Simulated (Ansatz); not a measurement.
MnF₂: Contact hyperfine fields

Cell: a COD entry whose atoms were relaxed with PBE, the cell held.

```
Mn F
1.0
     4.87380    0.00000    0.00000
     0.00000    4.87380    0.00000
     0.00000    0.00000    3.31070
Mn F
2 4
Direct
  0.00000 0.00000 0.00000
  0.50000 0.50000 0.50000
  0.30441 0.30441 0.00000
  0.19559 0.80441 0.50000
  0.69559 0.69559 0.00000
  0.80441 0.19559 0.50000
```

Atoms are numbered from 1 in the order listed; like atoms form one site, named after its first atom.

The numbers come from a DFT calculation in Ansatz (PBE+U (U = 2.9 eV on Mn d), plane waves and PAW, scalar-relativistic, collinear spin, 420 eV cutoff, Γ-centred 5×5×7 k-points, Fermi–Dirac smearing 0.02 eV). Start moments as typed (μB): 5 -5 0 0 0 0 by atom.

B_c = (2μ₀/3)μB(ρ↑ − ρ↓), with the spin density averaged over the Thomson radius around the nucleus, 7.77 T per e/Å³, positive along the up direction of the run. The valence column is what the valence and semicore waves of the PAW files give as listed; the rest comes from solving these waves and the inner shells again in each spin's potential.

(1) What moments and contact fields does each site carry?

Results:

(1) The cell's net moment is 0.00 μB. One atom of each set is listed; on Mn and F some atoms of the set carry the same values with the opposite sign.

```tsv
site	atom	m (μB)	B_c (T)	valence column (T)	rest (T)
Mn	1	4.20	-41.0	35.6	-76.6
F	3	-0.02	-2.8	-3.3	0.4
```

On Mn the field amounts to -9.8 T per μB of the site's moment: core polarisation sets it against the moment.

At this cell the PBE+U pressure is 5 GPa, with principal stresses up to 5 GPa in size, so it isn't the equilibrium cell of PBE+U. The magnetic order is the one that the run reached from its start moments, not necessarily the measured one. Semilocal functionals underestimate core polarisation, so for a given moment the contact field on a magnetic ion comes out too small, by up to a factor of two. Orbital and dipolar fields are left out; they are small for half-filled shells and for d³ or d⁸ ions in regular octahedra, but can rival the contact field on other open-shell ions. The positions come from a relaxation that may have had another order of the moments.
